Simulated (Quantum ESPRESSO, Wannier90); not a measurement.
## Tight-binding from DFT: ZrO₂ (fluorite)

```
ZrO2
1.0
    0.00000     2.54508     2.54508
    2.54508     0.00000     2.54508
    2.54508     2.54508     0.00000
Zr O
1 2
Direct
  0.00000   0.00000   0.00000
  0.25000   0.25000   0.25000
  0.75000   0.75000   0.75000
```

Structure: Materials Project mp-1565, symmetrised, not relaxed again. COD (Crystallography Open Database) records the formula in this space group. Ideal cubic forms of this type are often high-temperature phases that distort on cooling; symmetry holds the cell here, and its stability was not tested. Level: PBEsol, spinors with spin-orbit coupling; pw.x of Quantum ESPRESSO at 68 Ry with PseudoDojo potentials, 8×8×8 k-points, Wannier90. Density: 10×10×10 mesh, cold smearing 0.01 Ry.

Valence charges of the files: Zr 12, O 6. 54 bands were computed.

Isolated groups of bands, relative to the valence-band maximum (bands from 29 on overlap up to the last one computed):

```csv
bands,from (eV),to (eV),filling,weight on atomic waves
1–2,-47.93,-47.86,filled,Zr 4s 96 %
3–4,-27.37,-27.02,filled,Zr 4p 96 %
5–8,-25.81,-25.23,filled,Zr 4p 95 %
9–12,-18.09,-15.46,filled,"O 2s 80 %, Zr 4d 10 %, Zr 5s 5 %"
13–24,-6.00,0.00,filled,"O 2p 81 %, Zr 4d 14 %"
25–28,3.30,4.71,empty,"Zr 4d 87 %, O 2p 11 %"
```

Wanted is a model with the orbitals Zr d, O p, without the filled groups that are mainly made of other shells (semicore states, and anion s where it isn't named); all higher bands stay in for disentanglement.

Question: Give num_wann, exclude_bands and num_bands, and the number of electrons that the model holds.

Answer: Electrons: 1×12 + 2×6 = 24, which fill 24 bands.
num_wann = 2 × (1×5 + 2×3) = 22.
exclude_bands = 1-12, 12 bands, so num_bands = 54 − 12 = 42.
The model holds 24 − 1×12 = 12 electrons. With the window frozen to 4.79 eV it follows pw.x to 0.3 meV rms (states up to 4.3 eV relative to the valence-band maximum).
